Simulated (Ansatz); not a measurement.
## Two states of BaCoO3

```yaml
crystal:
  lattice:
    - [4.69570, 0.26385, 0.27443]
    - [0.01719, 5.87998, 0.02739]
    - [0.75144, 0.55411, 4.86082]
  atoms:
    - { symbol: O, position: [0.27740, 0.70588, 0.50362] }
    - { symbol: O, position: [0.92730, 0.55892, 0.72874] }
    - { symbol: O, position: [0.84508, 0.73040, 0.27280] }
    - { symbol: Co, position: [0.69773, 0.41199, 0.36491] }
    - { symbol: Co, position: [0.39953, 0.99198, 0.24850] }
    - { symbol: Ba, position: [0.37476, 0.45011, 0.93051] }
    - { symbol: Ba, position: [0.73959, 0.97189, 0.68152] }
    - { symbol: O, position: [0.99763, 0.98055, 0.16815] }
    - { symbol: O, position: [0.07486, 0.52876, 0.40210] }
    - { symbol: O, position: [0.22055, 0.85846, 0.79169] }
```

Method: PBEsol; PAW, plane waves to 420 eV, 4×3×4 (shifted by 0, 0.5, 0 steps) mesh, gaussian occupations (width 0.0759 eV) (Ansatz 0.2.0), atoms fixed.

State A: Co4 up, Co5 up (collinear spin). State B: Co4 down, Co5 up (collinear spin).

Problem. Compare the two self-consistent states.

Solution. State A is lower by 7.9 meV an atom at zero smearing. So small a gap isn't resolved on this mesh where a state is a metal.

```
state  free energy (meV/atom)  largest moment in a small sphere (μB)  net moment (μB/cell)  gap on mesh (eV)  pressure (GPa)  largest force (eV/Å)
    A                     0.0                                   1.70                  3.28             metal            13.5                  7.31
    B                     7.8                                   1.70                  0.71             metal            13.6                  7.24
```

Origin: a disordered cell, so it need not be a known compound. Caveats: semilocal functionals often miss the gap of such magnets; the k mesh is coarse if the cell is a metal; atoms or cell far from equilibrium.
